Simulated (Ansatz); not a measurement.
Rigid (100) slab of Ta, space group Fm-3m (No. 225):

```xyz
4
Lattice="2.9526 0.0000 0.0000 0.0000 2.9526 0.0000 0.0000 0.0000 23.2634" Properties=species:S:1:pos:R:3 pbc="T T T"
Ta    1.4763    1.4763    8.5000
Ta    0.0000    0.0000   10.5878
Ta    1.4763    1.4763   12.7975
Ta    0.0000    0.0000   14.8009
```

Theory: Ansatz, DFT PBEsol, scalar-relativistic, plane waves, PAW. Plane waves to 420 eV, a k mesh through Γ of 10×10×1 on the computed 5-atom cell and Gaussian smearing (0.10 eV); no spin polarisation. The cell repeats along c with a dipole correction in the vacuum.

An adatom of F is held over the places (i/4, j/4) of the 1×1 surface cell, counted from the highest atom (Ta), and only its height relaxes; one adatom per 8.7 Å².

Heights over the highest slab atom in Å:

```
i j=0   j=1   j=2   j=3
0  1.86  1.74  1.51  1.74
1  1.74  1.63  1.43  1.63
2  1.51  1.43  1.35  1.43
3  1.74  1.63  1.43  1.63
```

Problem. Among these places, where is the adatom most and least stable, and how far apart in energy?

Solution. Lowest at (i, j) = (0, 2), (2, 0); highest at (2, 2), 0.84 eV above. All energies in eV:

| i | j=0 | j=1 | j=2 | j=3 |
| --- | --- | --- | --- | --- |
| 0 | 0.32 | 0.31 | 0.00 | 0.31 |
| 1 | 0.31 | 0.41 | 0.36 | 0.41 |
| 2 | 0.00 | 0.36 | 0.84 | 0.36 |
| 3 | 0.31 | 0.41 | 0.36 | 0.41 |

Spin–orbit coupling is left out, which can shift energies with elements as heavy as these. Spin polarisation was left out, and a magnetic state may lie lower.

The reference crystal is the fcc form of Ta, which isn't its usual structure.